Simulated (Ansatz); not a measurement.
RuS$_{2}$:
```xyz
12
Lattice="5.6334 0.0000 0.0000 0.0000 5.6334 0.0000 0.0000 0.0000 5.6334" Properties=species:S:1:pos:R:3 pbc="T T T"
Ru     0.0000     2.8167     2.8167
Ru     2.8167     2.8167     0.0000
Ru     2.8167     0.0000     2.8167
Ru     0.0000     0.0000     0.0000
S      2.1854     0.6313     5.0021
S      3.4479     5.0021     0.6313
S      0.6313     5.0021     2.1854
S      5.0021     0.6313     3.4479
S      5.0021     2.1854     0.6313
S      0.6313     3.4479     5.0021
S      3.4479     3.4479     3.4479
S      2.1854     2.1854     2.1854
```

Relaxed with r²SCAN. Special points in fractions of this cell's reciprocal vectors: Γ (0.000, 0.000, 0.000); X (0.000, 0.500, 0.000); M (0.500, 0.500, 0.000); R (0.500, 0.500, 0.500); X1 (0.500, 0.000, 0.000).

Q: List the band energies nearest the valence-band maximum at these points for r²SCAN (plane waves, PAW; program Ansatz).

A: In eV from the valence-band maximum; about four levels below and three above (degenerate sets whole), none deeper than 8.9 eV; points with the same levels are listed once.

```tsv
k	below	above
Γ	-0.53 -0.53 -0.53 -0.27	0.89 2.83 2.83 2.83
X	-0.29 -0.29 -0.02 -0.02	2.31 2.31 2.48 2.48
M	-0.11 -0.11 -0.11 -0.11	2.68 2.68 2.68 2.68
R	-0.71 -0.71 -0.71 -0.71	2.54 2.54 2.54 2.54
```

Space group Pa-3. The r²SCAN relaxation kept the symmetry of its start. No spin polarisation was allowed. Scalar-relativistic: spin–orbit coupling is off unless named, which matters more the heavier the elements.

Potentials: the earlier of the program's two PAW sets.
